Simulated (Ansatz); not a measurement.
Relaxed candidate structures of Mg(AlC)2:

A. P4/mmm (No. 123), tP5; a = 4.0207 Å, b = 4.0207 Å, c = 5.5079 Å, α = 90.00°, β = 90.00°, γ = 90.00°; Al 1a (0.000, 0.000, 0.000); Al 1c (0.500, 0.500, 0.000); C 2f (0.000, 0.500, 0.000); Mg 1b (0.000, 0.000, 0.500)

B. P-3m1 (No. 164), hP5; a = b = 3.3727 Å, c = 5.7846 Å, α = β = 90.00°, γ = 120.00°; Mg 1a (0.000, 0.000, 0.000); Al 2d (0.667, 0.333, 0.351); C 2d (0.333, 0.667, 0.270)

C. I4/mmm (No. 139), tI10; a = b = 4.6672 Å, c = 7.4447 Å, α = β = γ = 90.00°; Al 4d (0.000, 0.500, 0.250); C 4c (0.000, 0.500, 0.000); Mg 2b (0.000, 0.000, 0.500)

Q: Put the candidates in order of energy per atom, lowest first, for r2SCAN (plane waves to 500 eV, PAW, scalar-relativistic; Ansatz, a program for electronic structure).

A: B (reference, the lowest among the structures calculated here), A (+1.15 eV/atom), C (+1.20 eV/atom)

Q: Give each candidate's band gap.

A: No gap: A, C. B: 2.13 eV (no spin-orbit coupling).

Each run could gain symmetry but not lose that of its start, so entries can be saddle points. From databases, or of a type measured for this composition: P-3m1, hP5; the others are generated cells (placed on structure types, drawn at random, substituted or restacked) that were not matched to a known phase here. Energies are at zero temperature and pressure, without zero-point motion. No spin polarisation in the result.
